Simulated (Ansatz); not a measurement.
**InAgTe₂, first-principles data**

InAgTe2:
```cif
data_Ag3In3Te6
_chemical_formula_sum 'In3 Ag3 Te6'
_space_group_name_H-M_alt 'R-3m :H'
_space_group_IT_number 166
_space_group_name_Hall '-R 3 2"'
_cell_length_a 4.20458
_cell_length_b 4.20458
_cell_length_c 20.40802
_cell_angle_alpha 90.000
_cell_angle_beta 90.000
_cell_angle_gamma 120.000
loop_
_atom_site_label
_atom_site_type_symbol
_atom_site_symmetry_multiplicity
_atom_site_Wyckoff_symbol
_atom_site_fract_x
_atom_site_fract_y
_atom_site_fract_z
_atom_site_occupancy
In1 In 3 b 0.00000 0.00000 0.50000 1
Ag1 Ag 3 a 0.00000 0.00000 0.00000 1
Te1 Te 6 c 0.00000 0.00000 0.25429 1
```
(The calculation used a cell of 4 atoms; values per cell refer to that cell.)

Space group R-3m (No. 166); conventional cell a = b = 4.205 Å, c = 20.408 Å, α = β = 90.00°, γ = 120.00°.

Method: the program Ansatz at the PBEsol level (PAW). The cell and atoms are relaxed at this level. Other levels are named where they apply.

**Cell and energy**

```json
{
  "volume_per_atom": "26.04 Å³",
  "density": "7.62 g/cm³",
  "Formation energy from the elements (no fitted shifts)": "-16 kJ/mol-atom"
}
```

**Electronic structure**

```json
{
 "electronic_character": "metallic (no gap)",
 "Density of states at the Fermi level": "0.61 states/eV per atom (mean over ±0.08 eV)",
 "Gap with spin–orbit coupling": "none (metallic)"
}
```

**Mechanics**

```json
{
  "Bulk modulus (Birch–Murnaghan fit)": "61.9 GPa",
  "Pressure derivative B′": "5.1"
}
```

**Charges**

```json
{
 "bader_charges": "In +0.65, Ag +0.09, Te -0.37 e"
}
```

The first step of the workflow began from a Materials Project structure, measured or hypothetical; the Crystallography Open Database copy checked does not list it. COD files the formula under space group No. 122, so this cell is another polymorph or a model. With In and Ag taken as one species the cell has the higher symmetry Fm-3m, so it may be an ordered model of a mixed-site phase. Whether it is the stable phase at ambient conditions was not checked. The cell was relaxed with PBEsol under the symmetry of its start; whether a distortion lowers the energy is not shown. The run is not spin-polarised. The references are the lowest solids computed at this level, not always the standard phases. Spin–orbit coupling is left out wherever it is not named.

Potentials: the later of the program's two PAW sets.
